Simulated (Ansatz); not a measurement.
**Structure types of Ge compared at 240 GPa**

Structure types of Ge are relaxed in primitive cells with their symmetry kept at 240 GPa, first on PAW files, then by LAPW. The enthalpy is E + pV at zero temperature, without zero-point motion. Only the types listed were tried, and differences under about 5 meV/atom are mesh noise. The real phase may be another.

Computed with Ansatz 0.2.0; functional LDA, scalar-relativistic. Settings: Fermi–Dirac smearing of 0.1 eV, no spin polarisation. Methods: LAPW: all electrons, basis error target 0.5 meV/atom; PAW: frozen-core files, cutoff 420 eV.

k meshes: bcc 20×20×20, hcp 18×18×10, sc 17×17×17, diamond 14×14×14, omega 10×10×13.

The PAW files were made under PBE.

Problem. Which type is lowest in enthalpy, and by how much?

Solution. hcp, 28 meV/atom below bcc. The whole table:

```tsv
start type	ends as	a, b, c (Å)	V (Å³/atom)	H − H(lowest), LAPW (meV/atom)	same, PAW
bcc	bcc, Im-3m	2.636, 2.636, 2.636	9.16	28.3	28.2
hcp	hcp, P6_3/mmc	2.343, 2.343, 3.834	9.11	0.0	0.0
sc	sc, Pm-3m	2.128, 2.128, 2.128	9.63	794.4	797.0
diamond	diamond, Fd-3m	4.451, 4.451, 4.451	11.02	3524.6	3533.9
omega	omega, P6/mmm	3.765, 3.765, 2.246	9.19	91.8	92.1
```

Problem. Split the lead of hcp over bcc into energy and pV.

Solution. For bcc less hcp: ΔE = -36.7 meV/atom, and p·ΔV = 240 GPa × +0.0434 Å³ × 6.242 meV/(GPa·Å³) = +65.0 meV/atom, together 28.3 meV/atom. hcp wins by its smaller volume, against the internal energy.
